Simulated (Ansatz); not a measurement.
**Lu2ZrTeO6, a known structure type with other elements, at an estimated volume**

```xyz
10
Lattice="5.5428 0.0000 0.0000 -2.7714 4.8002 0.0000 -2.7714 1.6001 4.9465" Properties=species:S:1:pos:R:3 pbc="T T T"
Lu   -2.7714    4.8002    4.3035
Lu    2.7714    1.6001    1.3850
Zr    2.7714    1.6001    4.8427
Te    0.0000    3.2001    2.4733
O    -0.7122    1.7041    1.1427
O     1.6517    3.3313    1.1427
O    -0.9395    4.5650    1.1427
O    -1.8236    3.0177    3.6011
O     1.0698    1.7121    3.6011
O     0.7538    4.8706    3.6011
```

Level: PBE, no spin polarisation; 420 eV; 6×6×6 Γ-centred mesh; fermi-dirac occupations (width 0.1 eV); Ansatz 0.2.0, fixed geometry.

Task: Metal or insulator?

Result: It is a metal, with about 6.7 states/eV a cell as the mean within 0.25 eV of the Fermi level, mostly Zr d (38 %), Lu d (20 %) and Te p (18 %).

Task: What is the formation energy?

Result: -2.15 eV an atom against the elements' usual phases (free molecules for gases, crystals otherwise, with no correction for O₂ or N₂), so it is bound against them; other compounds may still compete. Relaxing would lower it.

Task: Is the cell too large or too small?

Result: The pressure is 17.5 GPa (compression positive), so with the atoms held at these fractions the cell would first expand; the forces are large, so a full relaxation may end otherwise. The principal stresses 12.9, 19.9, 19.9 GPa differ, so its shape would change too.

Task: Which element gives electrons and which takes them?

Result: Bader charges in e: Lu +1.98 to +2.01, Zr +2.09, Te +2.07, O -1.36. In the mean Zr gives up most and O takes most.

Task: What do density and ELF say about some of the short contacts?

Result: Lu–O at 2.08 Å: least valence density 0.68 e/Å³ and ELF 0.19 there. Zr–O at 2.11 Å: least valence density 0.61 e/Å³ and ELF 0.19 there. Te–O at 2.13 Å: least valence density 0.66 e/Å³ and ELF 0.34 there. These are pseudo-fields; inside the PAW spheres they differ from the all-electron ones.

Task: Which atom feels the largest force, and which way?

Result: The largest is on O7 (and as large on other atoms): 1.90 eV/Å, components (-0.85, 0.29, -1.67). It makes 100° with the line to a nearest neighbour, Lu2 at 2.08 Å.

Origin: a known structure type with other elements, at an estimated volume, so it need not be a known compound. Caveats: many states at the Fermi level without spin polarisation, so a magnetic state may lie lower; atoms or cell far from equilibrium.
